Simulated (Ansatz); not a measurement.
VBiO$_{4}$:
```cif
data_Bi4O16V4
_chemical_formula_sum 'Bi4 V4 O16'
_space_group_name_H-M_alt 'I41/a :1'
_space_group_IT_number 88
_space_group_name_Hall 'I 4bw -1bw'
_cell_length_a 5.10699
_cell_length_b 5.10699
_cell_length_c 11.57820
_cell_angle_alpha 90.000
_cell_angle_beta 90.000
_cell_angle_gamma 90.000
loop_
_space_group_symop_operation_xyz
  'x, y, z'
  '-y, x+1/2, z+1/4'
  '-x+1/2, -y+1/2, z+1/2'
  'y+1/2, -x, z+3/4'
  '-x, -y+1/2, -z+1/4'
  'y, -x, -z'
  'x+1/2, y, -z+3/4'
  '-y+1/2, x+1/2, -z+1/2'
  'x+1/2, y+1/2, z+1/2'
  '-y+1/2, x, z+3/4'
  '-x, -y, z'
  'y, -x+1/2, z+1/4'
  '-x+1/2, -y, -z+3/4'
  'y+1/2, -x+1/2, -z+1/2'
  'x, y+1/2, -z+1/4'
  '-y, x, -z'
loop_
_atom_site_label
_atom_site_type_symbol
_atom_site_symmetry_multiplicity
_atom_site_Wyckoff_symbol
_atom_site_fract_x
_atom_site_fract_y
_atom_site_fract_z
_atom_site_occupancy
Bi1 Bi 4 a 0.00000 0.00000 0.00000 1
V1 V 4 b 0.00000 0.00000 0.50000 1
O1 O 16 f 0.25046 0.13967 0.17085 1
```
(The calculation used a cell of 12 atoms; values per cell refer to that cell.)

Relaxed with PBEsol. PBEsol in the plane-wave PAW code Ansatz gives a gap of 2.09 eV.

Q: What gap does HSE06 give on the same cell (Ansatz, PAW)?

A: 3.22 eV, 1.13 eV more. The hybrid was solved on a coarser mesh and at special points; the gap given is the minimum over both.

Cost on shared cores: the PBEsol run (SCF on a 8×8×8 mesh, then bands and DOS) about 10 core-minutes (a rough figure), the HSE06 run (SCF on 5×5×5, then a few points) about 19 core-minutes (a rough figure); the tasks are unlike.

Space group I4_1/a. The cell was relaxed with PBEsol under the symmetry of its start. The workflow began spin-polarised and lost its moments. No Hubbard U is applied. Spin–orbit coupling is left out wherever it is not named.

Potentials: the later of the program's two PAW sets.
